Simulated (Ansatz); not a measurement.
# GePt, a database entry at a rescaled volume

```
Pt Ge
1.0
     5.80700    0.00000    0.00000
     0.00000    3.75388    0.00000
     0.00000    0.00000    6.17761
Pt Ge
4 4
Cartesian
  5.8041 0.9385 1.1787
  2.9064 2.8154 4.2675
  2.9006 0.9385 1.9101
  0.0029 2.8154 4.9989
  1.0743 0.9385 3.6448
  1.8292 2.8154 0.5560
  3.9778 0.9385 5.6216
  4.7327 2.8154 2.5328
```

The numbers come from plane-wave PAW DFT (Ansatz): r2SCAN, no spin polarisation, 500 eV, 6×9×6 Γ-centred k points, gaussian occupations (width 0.098 eV). Nothing was relaxed.

- Formation energy: -0.46 eV an atom against the elements' usual phases (free molecules for gases, crystals otherwise, with no correction for O₂ or N₂), so it is bound against them; other compounds may still compete. Relaxing would lower it.
- Stress: The pressure is -4.6 GPa (compression positive), so with the atoms held at these fractions the cell would first shrink.
- Charges: Bader charges in e: Ge +0.61, Pt -0.61. In the mean Ge gives up most and Pt takes most.
- At the Fermi level: It is a metal, with about 2 states/eV a cell as the mean within 0.25 eV of the Fermi level, mostly Pt d (43 %), Ge p (35 %) and Ge s (15 %).

Origin: a database entry at a rescaled volume.
